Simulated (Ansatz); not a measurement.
An Ansatz (a first-principles code) run. Input:

Ansatz 0.2 input:
```yaml
crystal:
  lattice:
    - [3.3772248815, 0.0, 0.0]
    - [0.0, 3.3772248815, 0.0]
    - [0.0, 0.0, 3.3772248815]
  atoms:
    - { symbol: Ta, position: [0.0, 0.0, 0.0] }
    - { symbol: Te, position: [0.5, 0.5, 0.5] }
kpoints:
  mp_grid: { grid: [25, 25, 25] }
hamiltonian:
  xc: pbesol
  pseudopotentials: { kind: paw }
scf:
  occupations: { method: fermi_dirac, width: 0.1 }
elastic: { mode: relaxed_ion, stencil: two_point, amplitude: 0.005, f_tol: 0.0005 }
```

Output (shortened):

```
Pseudopotential: Ta, paw, valence charge 13
Pseudopotential: Te, paw, valence charge 16
Functional definition: PBEsol
Crystal: 2 atoms, lattice volume = 38.519 Å³
Basis set: ecut = 420 eV, 739 PW (Γ), exchange–correlation on 48×48×48 points (8 copies of the dense FFT grid, shifted against one another)
Bands: 19, of which v1, the nominal top of the filled ones, is band 15 counted from 1 (14 counted from 0)
Symmetry: 48 space group operations
Space group: Pm-3m (ITA 221), of the structure as read, at distance tolerance 3.4e-5 Å
k-points: 455 of 15625
SCF iter   1: F=—  HF=-16707.851786 eV  |F-HF|=—  |Δ(HF+E_count)|=         —  Δρ=3.60e-3  dr2=3.59e-3  ethr=1.77e-3  ⟨swp⟩=5.2  Hψ=41979  notcnv=0
preconditioner: auto → none
SCF iter   2: F=—  HF=-16707.851101 eV  |F-HF|=—  |Δ(HF+E_count)|=   6.85e-4  Δρ=2.34e-3  dr2=2.05e-3  ethr=1.24e-5  ⟨swp⟩=1.3  Hψ=12526  notcnv=0
SCF iter   3: F=—  HF=-16707.850760 eV  |F-HF|=—  |Δ(HF+E_count)|=   3.42e-4  Δρ=3.51e-4  dr2=2.11e-5  ethr=7.05e-6  ⟨swp⟩=2.6  Hψ=13608  notcnv=0
SCF iter   4: F=—  HF=-16707.850755 eV  |F-HF|=—  |Δ(HF+E_count)|=   4.72e-6  Δρ=1.72e-4  dr2=9.01e-6  ethr=7.28e-8  ⟨swp⟩=2.0  Hψ=14874  notcnv=0
SCF iter   5: F=—  HF=-16707.850748 eV  |F-HF|=—  |Δ(HF+E_count)|=   7.09e-6  Δρ=4.34e-5  dr2=4.76e-7  ethr=3.11e-8  ⟨swp⟩=2.0  Hψ=14160  notcnv=0
SCF iter   6: F=—  HF=-16707.850748 eV  |F-HF|=—  |Δ(HF+E_count)|=   1.08e-7  Δρ=8.99e-6  dr2=1.94e-8  ethr=1.64e-9  ⟨swp⟩=2.0  Hψ=14461  notcnv=0
SCF iter   7: F=—  HF=-16707.850748 eV  |F-HF|=—  |Δ(HF+E_count)|=   1.83e-8  Δρ=1.38e-6  dr2=4.16e-10  ethr=6.68e-11  ⟨swp⟩=2.0  Hψ=14523  notcnv=0
SCF iter   8: F=—  HF=-16707.850748 eV  |F-HF|=—  |Δ(HF+E_count)|=  4.51e-10  Δρ=1.13e-7  dr2=3.36e-12  ethr=1.43e-12  ⟨swp⟩=2.0  Hψ=14537  notcnv=0
SCF iter   9: F=-16707.850748 eV  HF=-16707.850748 eV  |F-HF|=1.09e-11  |Δ(HF+E_count)|=    0.00e0  Δρ=3.87e-9  dr2=4.62e-15  ethr=1.00e-12  ⟨swp⟩=3.1  Hψ=39021  notcnv=0
SCF 1 converged in 9 iterations: F = -16707.850748 eV  dr2 = 4.62e-15
Crystal: 2 atoms, lattice volume = 38.327 Å³
Symmetry: 16 space group operations
k-points: 1183 of 15625
iter 1 solved again at ethr=9.25e-7 eV; its pass at ethr=3.10e-3 eV (dr2=2.68e-4 eV) is discarded
SCF iter   1: F=—  HF=-16707.849595 eV  |F-HF|=—  |Δ(HF+E_count)|=         —  Δρ=6.31e-4  dr2=3.10e-4  ethr=9.25e-7  ⟨swp⟩=2.0  Hψ=121274  notcnv=0
preconditioner: auto → none
SCF iter   2: F=—  HF=-16707.849510 eV  |F-HF|=—  |Δ(HF+E_count)|=   8.52e-5  Δρ=2.29e-4  dr2=2.84e-5  ethr=9.25e-7  ⟨swp⟩=2.0  Hψ=27844  notcnv=0
SCF iter   3: F=—  HF=-16707.849508 eV  |F-HF|=—  |Δ(HF+E_count)|=   2.49e-6  Δρ=6.39e-5  dr2=2.01e-6  ethr=9.79e-8  ⟨swp⟩=2.0  Hψ=26942  notcnv=0
SCF iter   4: F=—  HF=-16707.849507 eV  |F-HF|=—  |Δ(HF+E_count)|=   4.26e-7  Δρ=1.08e-5  dr2=2.03e-8  ethr=6.94e-9  ⟨swp⟩=2.0  Hψ=28973  notcnv=0
SCF iter   5: F=—  HF=-16707.849507 eV  |F-HF|=—  |Δ(HF+E_count)|=   6.40e-9  Δρ=1.65e-6  dr2=6.51e-10  ethr=7.01e-11  ⟨swp⟩=2.0  Hψ=32760  notcnv=0
SCF iter   6: F=—  HF=-16707.849507 eV  |F-HF|=—  |Δ(HF+E_count)|=  9.82e-11  Δρ=1.61e-7  dr2=5.12e-12  ethr=2.24e-12  ⟨swp⟩=2.0  Hψ=30040  notcnv=0
SCF iter   7: F=—  HF=-16707.849507 eV  |F-HF|=—  |Δ(HF+E_count)|=  7.28e-12  Δρ=3.02e-8  dr2=3.33e-13  ethr=1.77e-14 (applied; sched 1.00e-12)  ⟨swp⟩=2.0  Hψ=39587  notcnv=0
SCF iter   8: F=-16707.849507 eV  HF=-16707.849507 eV  |F-HF|=3.64e-12  |Δ(HF+E_count)|=  3.64e-12  Δρ=5.91e-9  dr2=7.28e-15  ethr=1.00e-12  ⟨swp⟩=4.0  Hψ=70998  notcnv=0
SCF 2 converged in 8 iterations: F = -16707.849507 eV  dr2 = 7.28e-15
Crystal: 2 atoms, lattice volume = 38.712 Å³
Basis set: ecut = 420 eV, 747 PW (Γ), exchange–correlation on 48×48×48 points (8 copies of the dense FFT grid, shifted against one another)
iter 1 solved again at ethr=2.52e-10 eV; its pass at ethr=3.10e-3 eV (dr2=7.29e-8 eV) is discarded
SCF iter   1: F=—  HF=-16707.850339 eV  |F-HF|=—  |Δ(HF+E_count)|=         —  Δρ=1.32e-5  dr2=6.78e-8  ethr=2.52e-10  ⟨swp⟩=3.2  Hψ=127234  notcnv=0
preconditioner: auto → none
SCF iter   2: F=—  HF=-16707.850344 eV  |F-HF|=—  |Δ(HF+E_count)|=   5.39e-6  Δρ=5.72e-6  dr2=2.68e-9  ethr=2.34e-10  ⟨swp⟩=2.0  Hψ=28995  notcnv=0
SCF iter   3: F=—  HF=-16707.850344 eV  |F-HF|=—  |Δ(HF+E_count)|=  2.69e-10  Δρ=2.69e-6  dr2=4.98e-10  ethr=9.25e-12  ⟨swp⟩=1.0  Hψ=22497  notcnv=0
SCF iter   4: F=—  HF=-16707.850344 eV  |F-HF|=—  |Δ(HF+E_count)|=  1.71e-10  Δρ=1.54e-7  dr2=1.25e-12  ethr=1.72e-12  ⟨swp⟩=1.0  Hψ=22543  notcnv=0
SCF iter   5: F=-16707.850344 eV  HF=-16707.850344 eV  |F-HF|=0.00e0  |Δ(HF+E_count)|=    0.00e0  Δρ=1.71e-8  dr2=5.42e-14  ethr=1.00e-12  ⟨swp⟩=5.0  Hψ=86624  notcnv=0
SCF 3 converged in 5 iterations: F = -16707.850344 eV  dr2 = 5.42e-14
Crystal: 2 atoms, lattice volume = 38.519 Å³
Basis set: ecut = 420 eV, 741 PW (Γ), exchange–correlation on 48×48×48 points (8 copies of the dense FFT grid, shifted against one another)
Symmetry: 8 space group operations
k-points: 2197 of 15625
iter 1 solved again at ethr=5.17e-8 eV; its pass at ethr=3.10e-3 eV (dr2=1.50e-5 eV) is discarded
SCF iter   1: F=—  HF=-16707.850448 eV  |F-HF|=—  |Δ(HF+E_count)|=         —  Δρ=3.70e-4  dr2=4.16e-5  ethr=5.17e-8  ⟨swp⟩=3.0  Hψ=249016  notcnv=0
preconditioner: auto → none
SCF iter   2: F=—  HF=-16707.850438 eV  |F-HF|=—  |Δ(HF+E_count)|=   9.62e-6  Δρ=1.22e-4  dr2=2.50e-6  ethr=5.17e-8  ⟨swp⟩=2.1  Hψ=58695  notcnv=0
SCF iter   3: F=—  HF=-16707.850438 eV  |F-HF|=—  |Δ(HF+E_count)|=   6.19e-7  Δρ=3.31e-5  dr2=1.05e-7  ethr=4.80e-9  ⟨swp⟩=2.2  Hψ=59319  notcnv=0
SCF iter   4: F=—  HF=-16707.850438 eV  |F-HF|=—  |Δ(HF+E_count)|=   1.20e-8  Δρ=1.33e-6  dr2=3.66e-10  ethr=2.02e-10  ⟨swp⟩=1.7  Hψ=54266  notcnv=0
SCF iter   5: F=—  HF=-16707.850438 eV  |F-HF|=—  |Δ(HF+E_count)|=  1.42e-10  Δρ=2.06e-7  dr2=1.90e-11  ethr=7.03e-13 (applied; sched 1.00e-12)  ⟨swp⟩=2.0  Hψ=74998  notcnv=0
SCF iter   6: F=—  HF=-16707.850438 eV  |F-HF|=—  |Δ(HF+E_count)|=  3.64e-12  Δρ=7.08e-8  dr2=2.60e-12  ethr=3.65e-14 (applied; sched 1.00e-12)  ⟨swp⟩=2.1  Hψ=61511  notcnv=0
SCF iter   7: F=—  HF=-16707.850438 eV  |F-HF|=—  |Δ(HF+E_count)|=  3.64e-12  Δρ=1.99e-8  dr2=1.63e-13  ethr=5.00e-15 (applied; sched 1.00e-12)  ⟨swp⟩=2.0  Hψ=53694  notcnv=0
SCF iter   8: F=-16707.850438 eV  HF=-16707.850438 eV  |F-HF|=1.09e-11  |Δ(HF+E_count)|=  7.28e-12  Δρ=3.34e-9  dr2=4.46e-15  ethr=1.00e-12  ⟨swp⟩=4.0  Hψ=127963  notcnv=0
SCF 4 converged in 8 iterations: F = -16707.850438 eV  dr2 = 4.46e-15
Crystal: 2 atoms, lattice volume = 38.519 Å³
iter 1 solved again at ethr=4.44e-11 eV; its pass at ethr=3.10e-3 eV (dr2=1.29e-8 eV) is discarded
SCF iter   1: F=—  HF=-16707.850433 eV  |F-HF|=—  |Δ(HF+E_count)|=         —  Δρ=8.93e-6  dr2=1.30e-8  ethr=4.44e-11  ⟨swp⟩=3.0  Hψ=240951  notcnv=0
preconditioner: auto → none
SCF iter   2: F=—  HF=-16707.850438 eV  |F-HF|=—  |Δ(HF+E_count)|=   4.89e-6  Δρ=3.93e-6  dr2=1.91e-9  ethr=4.44e-11  ⟨swp⟩=2.6  Hψ=64021  notcnv=0
SCF iter   3: F=—  HF=-16707.850438 eV  |F-HF|=—  |Δ(HF+E_count)|=  8.37e-11  Δρ=5.66e-7  dr2=5.47e-11  ethr=6.59e-12  ⟨swp⟩=2.3  Hψ=55228  notcnv=0
SCF iter   4: F=—  HF=-16707.850438 eV  |F-HF|=—  |Δ(HF+E_count)|=  3.64e-12  Δρ=1.44e-7  dr2=3.04e-12  ethr=1.89e-13 (applied; sched 1.00e-12)  ⟨swp⟩=2.0  Hψ=54109  notcnv=0
SCF iter   5: F=-16707.850438 eV  HF=-16707.850438 eV  |F-HF|=3.64e-12  |Δ(HF+E_count)|=  3.64e-12  Δρ=1.81e-8  dr2=3.72e-14  ethr=1.00e-12  ⟨swp⟩=3.4  Hψ=170047  notcnv=0
SCF 5 converged in 5 iterations: F = -16707.850438 eV  dr2 = 3.72e-14
SCF converged after 9 iterations
Free energy (F): -16707.850748 eV
Harris-Foulkes:  -16707.850748 eV  (|F-HF|=1.09e-11)
Internal energy: -16707.781902 eV  (E = F + TS)
E sigma→0 (E₀):  -16707.816325 eV
Entropy (-TS):   -0.068846 eV (-34.423 meV/atom)
Fermi energy:    18.696895 eV
--- Per-component energies (eV) ---
  E_band       = -241.159185
  E_kinetic    = 552.083189
  E_local      = -1279.835997  (includes V_loc(G=0)·N_el)
  E_nonlocal   = -290.076882
  E_hartree    = 792.595429
  E_xc         = -342.642375
  E_vxc        = -311.154038  (∫ρ·V_xc dr)
  E_paw        = -12858.563555  (= ΣΔE_a)
  E_vpaw       = -497.366254  (= ΣTr[D̂ρ^β])
  E_aug_tail   = -0.000065  (compensation charges beyond the density's cutoff)
  E_ewald      = -3281.930108
  E_core_change = 0.588462  (= ΣΔE_core)
  E_smearing   = -0.068846  (= −TS)
  E_closure    = 0.000000  (closes the sum)
  Σ components = -16707.850748   (vs F -16707.850748, Δ=0.00e0)
  [band-id]    e_kinetic+e_local+e_nonlocal+2·e_hartree+e_vxc+e_vpaw+e_augmentation_tail = -241.159189   (vs E_band -241.159185, Δ=-3.23e-6)
--- Forces (eV/Å), atoms counted from 1 ---
  atom   1  Ta     0.00000000     0.00000000     0.00000000
  atom   2  Te     0.00000000     0.00000000     0.00000000
  max |Σ_I F_I| component: 0.0 eV/Å
--- Stress (GPa, compression-positive) ---
        0.339272       0.000000       0.000000
        0.000000       0.339272       0.000000
        0.000000       0.000000       0.339272
  P = ⅓ Tr σ = 0.3393 GPa (3.393 kbar)
--- Band table (eV; the first three rows and the last of 455) ---
  k-point 0: bands = ["-49.6524", "-19.1537", "-19.1537", "-19.1227", "-19.1227", "-19.1227", "-16.1127", "-16.1127", "-16.1127", "3.4926", "15.6922", "15.6922", "17.2353", "17.2353", "17.2353", "20.1322", "20.1322", "20.1322", "21.0966"]
  k-point 1: bands = ["-49.6523", "-19.1536", "-19.1531", "-19.1230", "-19.1230", "-19.1226", "-16.1156", "-16.1122", "-16.1122", "3.5145", "15.5657", "15.7031", "17.1934", "17.1934", "17.2418", "20.1350", "20.1880", "20.1880", "21.2466"]
  k-point 2: bands = ["-49.6521", "-19.1536", "-19.1516", "-19.1238", "-19.1238", "-19.1226", "-16.1241", "-16.1108", "-16.1108", "3.5800", "15.2020", "15.7355", "17.0774", "17.0774", "17.2997", "20.1432", "20.3464", "20.3464", "21.6371"]
  k-point 454: bands = ["-49.6358", "-19.1600", "-19.1600", "-19.1596", "-19.0996", "-19.0996", "-16.2173", "-16.2167", "-16.2167", "8.1636", "11.7288", "11.7288", "11.7873", "20.1040", "20.1884", "20.1884", "22.1882", "22.1882", "23.5554"]
--- Elastic constants: 2 strain directions × 2 members + reference (group order 48) ---
  dense FFT box of the reference and of every strained cell: 24×24×24
  strains applied: 11, 23; error gains: componentwise 1.00 (the most a stress slope's error grows in a printed constant), spectral 1.73 (1 for all six strains …
  C = ∂σ_k/∂η_j (tension-positive GPa; Voigt order 11 22 33 23 13 12):
       273.567    104.412    104.412      0.000      0.000      0.000
       104.412    273.567    104.412      0.000      0.000      0.000
       104.412    104.412    273.567      0.000      0.000      0.000
         0.000      0.000      0.000    103.048      0.000      0.000
         0.000      0.000      0.000      0.000    103.048      0.000
         0.000      0.000      0.000      0.000      0.000    103.048
  reference stress σ⁰ (GPa):     -0.339     -0.339     -0.339      0.000      0.000      0.000
  C* (energy form; C + prestress term) asymmetry max|C*_kj − C*_jk| = 2.842e-14 GPa — a small one proves nothing (zero by symmetry where the batch's group is …
  moduli (Voigt/Reuss/Hill, GPa): K = 160.80/160.80/160.80   G = 95.66/94.77/95.21   E = 238.56   ν = 0.253
  mechanically stable: yes (min eigenvalue of sym C = 103.05 GPa)
  where every solve meets its electron count the energy-path curvature estimates C_jj along a normal strain and C_jj − ¼(σ⁰_aa + σ⁰_bb) along a shear (ab), of …
  strain η (Voigt 11):  stress-route row diagonal C_11 = 273.57 GPa, energy-path curvature d²(F+E_count+ΔE)/dδ²/Ω₀ = 273.53 GPa
         δ    σ_11 (GPa)             F (eV)   n_scf  n_hpsi   n_pw
    -5.000e-3      -1.7327      -16707.8495073       8  397070    772   relax 0 steps, max|allowed force component| 0.0 eV/Å
     5.000e-3       1.0030      -16707.8503442       5  306591    772   relax 0 steps, max|allowed force component| 0.0 eV/Å
  strain η (Voigt 23):  stress-route row diagonal C_44 = 103.05 GPa, energy-path curvature d²(F+E_count+ΔE)/dδ²/Ω₀ = 103.22 GPa
         δ    σ_23 (GPa)             F (eV)   n_scf  n_hpsi   n_pw
    -5.000e-3      -0.5152      -16707.8504375       8  774108    768   relax 0 steps, max|allowed force component| 0.0 eV/Å
     5.000e-3       0.5152      -16707.8504375       5  619014    768   relax 0 steps, max|allowed force component| 0.00e0 eV/Å
```

Cost: about 7 core-minutes (a rough figure) on shared cores.

The start of the workflow was typed in or built on a structure type; neither database checked (COD, Materials Project) lists it. Whether it is the stable phase at ambient conditions was not checked. Symmetry was held in the PBEsol relaxation; whether a distortion lowers the energy is not shown. The run is not spin-polarised. As this level gives no gap, shear constants depend on the k-mesh and smearing (Fermi–Dirac, 0.1 eV here). On the denser mesh and wider smearing of the elastic run this cell carries a stress of 0.3 GPa. Scalar-relativistic: spin–orbit coupling is off unless named, which matters more the heavier the elements.

Potentials: the later of the program's two PAW sets.

Ansatz is a plane-wave DFT program.
